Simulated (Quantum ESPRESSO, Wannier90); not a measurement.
# Tight-binding from DFT: CaIn (CsCl type)

Materials Project entry mp-20263; symmetrised, unrelaxed at this level. Not found in the COD (Crystallography Open Database) copy used; not checked further. Computed values, not measurements, from PBEsol: Quantum ESPRESSO (norm-conserving PseudoDojo potentials, cutoff 56 Ry, no spin polarisation, no spin-orbit coupling) on a Γ-centred 8×8×8 mesh, then Wannier90. Density: 12×12×12 mesh, cold smearing 0.01 Ry. Spin-orbit coupling is left out although heavy elements are present.

On the energy scale of pw.x, whose zero is arbitrary, the Fermi level lies at 8.66 eV.

Input w.win:

```
num_bands = 3
num_wann = 3
exclude_bands = 1,5-31
num_iter = 800
conv_tol = 1.0e-6
conv_window = 4
write_hr = true
write_u_matrices = true
auto_projections = true
begin unit_cell_cart
ang
    3.8433700000    0.0000000000    0.0000000000
    0.0000000000    3.8433700000    0.0000000000
    0.0000000000    0.0000000000    3.8433700000
end unit_cell_cart
begin atoms_frac
Ca   0.0000000000  0.0000000000  0.0000000000
In   0.5000000000  0.5000000000  0.5000000000
end atoms_frac
mp_grid = 8 8 8
begin kpoints
0.0000000000 0.0000000000 0.0000000000
0.0000000000 0.0000000000 0.1250000000
0.0000000000 0.0000000000 0.2500000000
... (509 more lines: the 8x8x8 mesh through Gamma)
end kpoints
```

Input of pw2wannier90.x that gives the overlap and projection files (equivalent; here they were cut from one run over all bands):

```
&inputpp
  outdir = './out'
  prefix = 'pwscf'
  seedname = 'w'
  write_amn = .true.
  write_mmn = .true.
  atom_proj = .true.
  atom_proj_exclude = 1 5 6 7 8 9 10 11 12 13 14
/
```

Output w.wout (banner and timings cut):

```
                                    ------
                                    SYSTEM
                                    ------

                              Lattice Vectors (Ang)
                    a_1     3.843370   0.000000   0.000000
                    a_2     0.000000   3.843370   0.000000
                    a_3     0.000000   0.000000   3.843370

                   Unit Cell Volume:      56.77231  (Ang^3)

                        Reciprocal-Space Vectors (Ang^-1)
                    b_1     1.634811   0.000000   0.000000
                    b_2     0.000000   1.634811   0.000000
                    b_3     0.000000   0.000000   1.634811

 *----------------------------------------------------------------------------*
 |   Site       Fractional Coordinate          Cartesian Coordinate (Ang)     |
 +----------------------------------------------------------------------------+
 | ca   1   0.00000   0.00000   0.00000   |    0.00000   0.00000   0.00000    |
 | in   1   0.50000   0.50000   0.50000   |    1.92169   1.92169   1.92169    |
 *----------------------------------------------------------------------------*
                                ------------
                                K-POINT GRID
                                ------------

             Grid size =  8 x  8 x  8      Total points =  512

 *---------------------------------- MAIN ------------------------------------*
 |  Number of Wannier Functions               :                 3             |
 |  Number of Objective Wannier Functions     :                 3             |
 |  Number of input Bloch states              :                 3             |
 |  Output verbosity (1=low, 5=high)          :                 1             |
 |  Timing Level (1=low, 5=high)              :                 1             |
 |  Optimisation (0=memory, 3=speed)          :                 3             |
 |  Length Unit                               :               Ang             |
 |  Post-processing setup (write *.nnkp)      :                 F             |
 |  Using Gamma-only branch of algorithms     :                 F             |
 *----------------------------------------------------------------------------*
 *------------------------------- WANNIERISE ---------------------------------*
 |  Total number of iterations                :               800             |
 |  Number of CG steps before reset           :                 5             |
 |  Trial step length for line search         :             2.000             |
 |  Convergence tolerence                     :         0.100E-05             |
 |  Convergence window                        :                 4             |
 |  Iterations between writing output         :                 1             |
 |  Iterations between backing up to disk     :               100             |
 |  Write r^2_nm to file                      :                 F             |
 |  Write xyz WF centres to file              :                 F             |
 |  Write on-site energies <0n|H|0n> to file  :                 F             |
 |  Use guiding centre to control phases      :                 F             |
 |  Use phases for initial projections        :                 F             |
 *----------------------------------------------------------------------------*
 *-------------------------------- PLOTTING ----------------------------------*
 |  Plotting Hamiltonian in WF basis          :                 T             |
 *----------------------------------------------------------------------------*

 *---------------------------------- K-MESH ----------------------------------*
 +----------------------------------------------------------------------------+
 |                    Distance to Nearest-Neighbour Shells                    |
 |                    ------------------------------------                    |
 |          Shell             Distance (Ang^-1)          Multiplicity         |
 |          -----             -----------------          ------------         |
 |             1                   0.204351                      6            |
 |             2                   0.288997                     12            |
 |             3                   0.353947                      8            |
 |             4                   0.408703                      6            |
 |             5                   0.456944                     24            |
 |             6                   0.500557                     24            |
 |             7                   0.577993                     12            |
 |             8                   0.613054                     30            |
       ... (lines left out)
 +----------------------------------------------------------------------------+
 | The b-vectors are chosen automatically                                     |
 | The following shells are used:                       1                     |
 +----------------------------------------------------------------------------+
 |                        Shell   # Nearest-Neighbours                        |
 |                        -----   --------------------                        |
 |                          1               6                                 |
 +----------------------------------------------------------------------------+
 | Completeness relation is fully satisfied [Eq. (B1), PRB 56, 12847 (1997)]  |
 +----------------------------------------------------------------------------+
 |                  b_k Vectors (Ang^-1) and Weights (Ang^2)                  |
 |                  ----------------------------------------                  |
 |            No.         b_k(x)      b_k(y)      b_k(z)        w_b           |
 |            ---        --------------------------------     --------        |
 |             1         0.000000    0.000000    0.204351    11.973321        |
 |             2         0.000000    0.204351    0.000000    11.973321        |
 |             3         0.204351    0.000000    0.000000    11.973321        |
 |             4         0.000000    0.000000   -0.204351    11.973321        |
 |             5         0.000000   -0.204351    0.000000    11.973321        |
 |             6        -0.204351    0.000000    0.000000    11.973321        |
 +----------------------------------------------------------------------------+
 |                           b_k Directions (Ang^-1)                          |
 |                           -----------------------                          |
 |            No.           x           y           z                         |
 |            ---        --------------------------------                     |
 |             1         0.000000    0.000000    0.204351                     |
 |             2         0.000000    0.204351    0.000000                     |
 |             3         0.204351    0.000000    0.000000                     |
 +----------------------------------------------------------------------------+

 Starting a new Wannier90 calculation ...

 Reading overlaps from w.mmn

 Reading projections from w.amn

 *------------------------------- WANNIERISE ---------------------------------*
 +--------------------------------------------------------------------+<-- CONV
 | Iter  Delta Spread     RMS Gradient      Spread (Ang^2)            |<-- CONV
 +--------------------------------------------------------------------+<-- CONV

 ------------------------------------------------------------------------------
 Initial State
  WF centre and spread    1  (  0.000000,  0.000000,  0.000000 )     0.55587493
  WF centre and spread    2  (  0.000000,  0.000000, -0.000000 )     0.55587493
  WF centre and spread    3  ( -0.000000, -0.000000, -0.000000 )     0.55587493
  Sum of centres and spreads (  0.000000,  0.000000, -0.000000 )     1.66762478

      0     0.167E+01     0.0000000000        1.6676247822  <-- CONV
        O_D=      0.0000000 O_OD=      0.0000044 O_TOT=      1.6676248 <-- SPRD
 ------------------------------------------------------------------------------
      1    -0.187E-13     0.0000016292        1.6676247822  <-- CONV
        O_D=      0.0000000 O_OD=      0.0000044 O_TOT=      1.6676248 <-- SPRD
      2    -0.364E-13     0.0000016249        1.6676247822  <-- CONV
        O_D=      0.0000000 O_OD=      0.0000044 O_TOT=      1.6676248 <-- SPRD
      3    -0.542E-13     0.0000016163        1.6676247822  <-- CONV
        O_D=      0.0000000 O_OD=      0.0000044 O_TOT=      1.6676248 <-- SPRD
      4    -0.706E-13     0.0000016036        1.6676247822  <-- CONV
        O_D=      0.0000000 O_OD=      0.0000044 O_TOT=      1.6676248 <-- SPRD
             <<<     Delta < 1.000E-06  over  4 iterations     >>>
             <<< Wannierisation convergence criteria satisfied >>>
 Final State
  WF centre and spread    1  (  0.000000,  0.000000,  0.000000 )     0.55587493
  WF centre and spread    2  (  0.000000,  0.000000, -0.000000 )     0.55587493
  WF centre and spread    3  ( -0.000000, -0.000000, -0.000000 )     0.55587493
  Sum of centres and spreads (  0.000000,  0.000000, -0.000000 )     1.66762478

         Spreads (Ang^2)       Omega I      =     1.667620404
        ================       Omega D      =     0.000000000
                               Omega OD     =     0.000004378
    Final Spread (Ang^2)       Omega Total  =     1.667624782
```
